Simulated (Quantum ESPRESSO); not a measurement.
Si2AlN3S, finding a planted mistake in a log

Simulated, not a measurement. The program is pw.x of Quantum ESPRESSO 7.5 (plane-wave density functional theory). The cell is made up: 7 atoms on a zincblende/diamond lattice with one site empty, with randomly drawn elements, strain and displacements, not relaxed. PseudoDojo standard norm-conserving files (v0.5 for PBE, v0.4.1 for LDA and PBEsol) set the functional; there is no spin polarisation, spin-orbit coupling or dispersion term, and the masses in the input are unused placeholders.

Intended input:

```
&control calculation='scf', pseudo_dir='./dojo.nc.sr.pbe.v0_5.standard.upf', outdir='./o', disk_io='medium', tprnfor=.true., tstress=.true. /
&system ibrav=0, nat=7, ntyp=4, nbnd=22, ecutwfc=84.00895049, nosym=.true., tot_charge=0,
 occupations='smearing', smearing='fd', degauss=0.0018374661
/
&electrons conv_thr=7.350e-09, electron_maxstep=60, /
ATOMIC_SPECIES
Al 1.0 Al.upf
N 1.0 N.upf
S 1.0 S.upf
Si 1.0 Si.upf
CELL_PARAMETERS angstrom
4.5436 0.0202 -0.0282
0.0202 4.5065 0.068
-0.0282 0.068 4.5426
ATOMIC_POSITIONS angstrom
Si -0.0079 0.0525 -0.0236
Al 0.0294 2.1929 2.2227
Si 2.3095 2.2712 -0.0224
N 1.1052 1.1751 1.1454
S 1.1903 3.3491 3.4153
N 3.3804 1.1424 3.5241
N 3.3377 3.4109 1.1448
K_POINTS automatic
4 4 4 1 1 1
```

The log is shortened where brackets say so; the opening notice, blank lines, dates and the lines on written files are dropped, and the path of the files is cut. It prints rydbergs, bohrs and kilobars, and counts compression as positive stress. Where no state is partly filled, the Fermi energy that it prints is only some level between the filled and the empty states on the mesh, and need not lie in the true gap.

Log of the intended run:

```
     Program PWSCF v.7.5
     Parallel version (MPI & OpenMP), running on       1 processor cores
     Number of MPI processes:                 1
     Threads/MPI process:                     1
     [start-up lines left out]
     bravais-lattice index     =            0
     lattice parameter (alat)  =       8.5864  a.u.
     unit-cell volume          =     627.5043 (a.u.)^3
     number of atoms/cell      =            7
     number of atomic types    =            4
     number of electrons       =        32.00
     number of Kohn-Sham states=           22
     kinetic-energy cutoff     =      84.0090  Ry
     charge density cutoff     =     336.0358  Ry
     scf convergence threshold =      7.3E-09
     mixing beta               =       0.7000
     number of iterations used =            8  plain     mixing
     Exchange-correlation= PBE
                           (   1   4   3   4   0   0   0)
     [axes and pseudopotential details left out]
   Cartesian axes
     site n.     atom                  positions (alat units)
         1        Si     tau(   1) = (  -0.0017387   0.0115544  -0.0051940  )
         2        Al     tau(   2) = (   0.0064705   0.4826209   0.4891793  )
         3        Si     tau(   3) = (   0.5082826   0.4998534  -0.0049299  )
         4        N      tau(   4) = (   0.2432362   0.2586200   0.2520835  )
         5        S      tau(   5) = (   0.2619653   0.7370813   0.7516508  )
         6        N      tau(   6) = (   0.7439699   0.2514233   0.7755958  )
         7        N      tau(   7) = (   0.7345723   0.7506824   0.2519515  )
     number of k points=    32  Fermi-Dirac smearing, width (Ry)=  0.0018
                       cart. coord. in units 2pi/alat
        k(    1) = (   0.1252235   0.1236010   0.1239583), wk =   0.0625000
        k(    2) = (   0.1267927   0.1198197   0.3740870), wk =   0.0625000
     [further k points left out]
     Dense  grid:    65243 G-vectors     FFT dimensions: (  54,  50,  54)
     Estimated max dynamical RAM per process >      74.77 MB
     Initial potential from superposition of free atoms
     starting charge      31.9963, renormalised to      32.0000
     Starting wfcs are   28 randomized atomic wfcs
     total cpu time spent up to now is        6.8 secs
     per-process dynamical memory:    57.9 Mb
     Self-consistent Calculation
     iteration #  1     ecut=    84.01 Ry     beta= 0.70
     Davidson diagonalization with overlap
     ethr =  1.00E-02,  avg # of iterations =  3.9
     total cpu time spent up to now is       22.2 secs
     total energy              =    -105.00472369 Ry
     estimated scf accuracy    <       1.85403469 Ry
     iteration #  2     ecut=    84.01 Ry     beta= 0.70
     Davidson diagonalization with overlap
     ethr =  5.79E-03,  avg # of iterations =  3.3
     total cpu time spent up to now is       35.8 secs
     total energy              =    -105.04745891 Ry
     estimated scf accuracy    <       4.24897015 Ry
     [iterations 3 to 10 left out]
     iteration # 11     ecut=    84.01 Ry     beta= 0.70
     Davidson diagonalization with overlap
     ethr =  1.46E-09,  avg # of iterations =  2.0
     total cpu time spent up to now is      153.0 secs
     total energy              =    -105.89966967 Ry
     estimated scf accuracy    <       0.00000005 Ry
     iteration # 12     ecut=    84.01 Ry     beta= 0.70
     Davidson diagonalization with overlap
     ethr =  1.43E-10,  avg # of iterations =  2.7
     total cpu time spent up to now is      162.4 secs
     End of self-consistent calculation
     [lines on levels left out]
     the Fermi energy is     7.5811 ev
!    total energy              =    -105.89966968 Ry
     estimated scf accuracy    <          2.2E-09 Ry
     smearing contrib. (-TS)   =      -0.00000000 Ry
     internal energy E=F+TS    =    -105.89966968 Ry
     The total energy is F=E-TS. E is the sum of the following terms:
     one-electron contribution =      -4.34654739 Ry
     hartree contribution      =      20.13199691 Ry
     xc contribution           =     -33.07728218 Ry
     ewald contribution        =     -88.60783702 Ry
     convergence has been achieved in  12 iterations
     Forces acting on atoms (cartesian axes, Ry/au):
     atom    1 type  4   force =    -0.13460686    0.09048877    0.16666469
     atom    2 type  1   force =    -0.19811886   -0.10563291   -0.10885219
     atom    3 type  4   force =     0.25466430   -0.24922704    0.29735210
     atom    4 type  2   force =     0.00901871   -0.01857454   -0.13176748
     atom    5 type  3   force =    -0.03022182    0.26117846   -0.14618293
     atom    6 type  2   force =     0.03743284    0.05789314    0.01800431
     atom    7 type  2   force =     0.06183169   -0.03612589   -0.09521850
     Total force =     0.677707     Total SCF correction =     0.000070
     Computing stress (Cartesian axis) and pressure
          total   stress  (Ry/bohr**3)                   (kbar)     P=      -35.81
  -0.00050219  -0.00089319   0.00103928          -73.87     -131.39      152.88
  -0.00089319  -0.00032180  -0.00006510         -131.39      -47.34       -9.58
   0.00103928  -0.00006510   0.00009360          152.88       -9.58       13.77
     init_run     :      6.44s CPU      6.57s WALL (       1 calls)
     electrons    :    149.37s CPU    155.62s WALL (       1 calls)
     forces       :      2.67s CPU      2.71s WALL (       1 calls)
     stress       :      9.70s CPU      9.77s WALL (       1 calls)
     [timing details left out]
     PWSCF        :   2m48.43s CPU   2m55.01s WALL
     JOB DONE.
```

A second run was made from an input with one planted mistake. Its log:

```
     Program PWSCF v.7.5
     Parallel version (MPI & OpenMP), running on       1 processor cores
     Number of MPI processes:                 1
     Threads/MPI process:                     1
     [start-up lines left out]
     bravais-lattice index     =            0
     lattice parameter (alat)  =       8.5864  a.u.
     unit-cell volume          =     627.5043 (a.u.)^3
     number of atoms/cell      =            7
     number of atomic types    =            4
     number of electrons       =        32.00
     number of Kohn-Sham states=           22
     kinetic-energy cutoff     =      84.0090  Ry
     charge density cutoff     =     336.0358  Ry
     scf convergence threshold =      7.3E-02
     mixing beta               =       0.7000
     number of iterations used =            8  plain     mixing
     Exchange-correlation= PBE
                           (   1   4   3   4   0   0   0)
     [axes and pseudopotential details left out]
   Cartesian axes
     site n.     atom                  positions (alat units)
         1        Si     tau(   1) = (  -0.0017387   0.0115544  -0.0051940  )
         2        Al     tau(   2) = (   0.0064705   0.4826209   0.4891793  )
         3        Si     tau(   3) = (   0.5082826   0.4998534  -0.0049299  )
         4        N      tau(   4) = (   0.2432362   0.2586200   0.2520835  )
         5        S      tau(   5) = (   0.2619653   0.7370813   0.7516508  )
         6        N      tau(   6) = (   0.7439699   0.2514233   0.7755958  )
         7        N      tau(   7) = (   0.7345723   0.7506824   0.2519515  )
     number of k points=    32  Fermi-Dirac smearing, width (Ry)=  0.0018
                       cart. coord. in units 2pi/alat
        k(    1) = (   0.1252235   0.1236010   0.1239583), wk =   0.0625000
        k(    2) = (   0.1267927   0.1198197   0.3740870), wk =   0.0625000
     [further k points left out]
     Dense  grid:    65243 G-vectors     FFT dimensions: (  54,  50,  54)
     Estimated max dynamical RAM per process >      74.77 MB
     Initial potential from superposition of free atoms
     starting charge      31.9963, renormalised to      32.0000
     Starting wfcs are   28 randomized atomic wfcs
     total cpu time spent up to now is        4.8 secs
     per-process dynamical memory:    57.9 Mb
     Self-consistent Calculation
     iteration #  1     ecut=    84.01 Ry     beta= 0.70
     Davidson diagonalization with overlap
     ethr =  1.00E-02,  avg # of iterations =  3.9
     total cpu time spent up to now is       17.4 secs
     total energy              =    -105.00472369 Ry
     estimated scf accuracy    <       1.85403469 Ry
     iteration #  2     ecut=    84.01 Ry     beta= 0.70
     Davidson diagonalization with overlap
     ethr =  5.79E-03,  avg # of iterations =  3.3
     total cpu time spent up to now is       30.6 secs
     total energy              =    -105.04745891 Ry
     estimated scf accuracy    <       4.24897015 Ry
     iteration #  3     ecut=    84.01 Ry     beta= 0.70
     Davidson diagonalization with overlap
     ethr =  5.79E-03,  avg # of iterations =  2.0
     total cpu time spent up to now is       42.9 secs
     total energy              =    -105.87403093 Ry
     estimated scf accuracy    <       0.08149507 Ry
     iteration #  4     ecut=    84.01 Ry     beta= 0.70
     Davidson diagonalization with overlap
     ethr =  2.55E-04,  avg # of iterations =  3.7
     total cpu time spent up to now is       57.4 secs
     End of self-consistent calculation
     [lines on levels left out]
     the Fermi energy is     7.1890 ev
!    total energy              =    -105.88786848 Ry
     estimated scf accuracy    <       0.02578469 Ry
     smearing contrib. (-TS)   =      -0.00000000 Ry
     internal energy E=F+TS    =    -105.88786848 Ry
     The total energy is F=E-TS. E is the sum of the following terms:
     one-electron contribution =      -4.63986549 Ry
     hartree contribution      =      20.52980861 Ry
     xc contribution           =     -33.16997458 Ry
     ewald contribution        =     -88.60783702 Ry
     convergence has been achieved in   4 iterations
     Forces acting on atoms (cartesian axes, Ry/au):
     atom    1 type  4   force =    -0.13355135    0.08966948    0.16045177
     atom    2 type  1   force =    -0.19699238   -0.10542023   -0.11036835
     atom    3 type  4   force =     0.25538732   -0.24834116    0.29651812
     atom    4 type  2   force =     0.00400815   -0.01779667   -0.12890829
     atom    5 type  3   force =    -0.03421843    0.26319168   -0.14727838
     atom    6 type  2   force =     0.04274445    0.06272847    0.02523281
     atom    7 type  2   force =     0.06262224   -0.04403159   -0.09564770
     Total force =     0.677518     Total SCF correction =     0.171915
     SCF correction compared to forces is large: reduce conv_thr to get better values
     Computing stress (Cartesian axis) and pressure
          total   stress  (Ry/bohr**3)                   (kbar)     P=      -16.35
  -0.00039022  -0.00088217   0.00106722          -57.40     -129.77      156.99
  -0.00088217  -0.00018179  -0.00003276         -129.77      -26.74       -4.82
   0.00106722  -0.00003276   0.00023854          156.99       -4.82       35.09
     init_run     :      4.49s CPU      4.61s WALL (       1 calls)
     electrons    :     50.57s CPU     52.60s WALL (       1 calls)
     forces       :      2.42s CPU      2.46s WALL (       1 calls)
     stress       :      9.04s CPU      9.11s WALL (       1 calls)
     [timing details left out]
     PWSCF        :   1m 6.76s CPU   1m 9.13s WALL
     JOB DONE.
```

Question: what was wrong in the second input?

Answer: the self-consistency threshold is too loose. The input lines that differ, file-writing options aside:

```
- &electrons conv_thr=7.350e-09, electron_maxstep=60, /
+ &electrons conv_thr=7.350e-02, electron_maxstep=60, /
```

```
                                            intended run  run with the mistake
                          free energy (eV)     -1440.838             -1440.678
                    smearing term -TS (eV)        0.0000                0.0000
                            pressure (GPa)         -3.58                 -1.64
            largest force component (eV/Å)         7.645                 7.624
largest change of a force component (eV/Å)                               0.203
                                iterations            12                     4
```

For scale, a rerun of the intended cell at 1437 eV and a 6 x 6 x 6 mesh moved values by no more than 0.002 eV in energy, 0.02 GPa in stress and 0.003 eV/Å in force.